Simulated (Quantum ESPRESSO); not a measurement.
Solid-state NMR card for Li2S (changed cell)

```
Li2S
1.0
    0.00000     2.82099     2.86352
    2.82099     0.00000     2.86352
    2.82099     2.82099     0.00000
Li S
2 1
Direct
  0.75000   0.75000   0.75000
  0.25000   0.25000   0.25000
  0.00000   0.00000   0.00000
```
The cell was made here from a computed Materials Project entry: strained by +1 % along the cube axis and by -0.5 % across it, atoms relaxed (PBE without dispersion, pw.x of a modified build of Quantum ESPRESSO, symmetry kept). The parent is Li2S in Fm-3m; whether this form has been observed was not checked. Stability against distortions was not tested.

These are absolute shieldings with no macroscopic susceptibility term; δ = σ_ref − σ needs a reference computed alike. By our sweeps, such settings leave a few ppm in absolute σ. No d partial waves on S: the paramagnetic term there is incompletely reconstructed. The structure is static (0 K, no zero-point motion).

Task: What do the calculations give at each independent site (shieldings by PBE GIPAW on JTH datasets (Quantum ESPRESSO), 20 Ha, k-mesh 6×6×6 shifted, f-sum rule met within 0.01 %)?

Result: 
```csv
site,site symmetry,σ_iso (ppm)
"Li (atoms 1, 2)",-4m2,77
S (atom 3),4/mmm,801
```
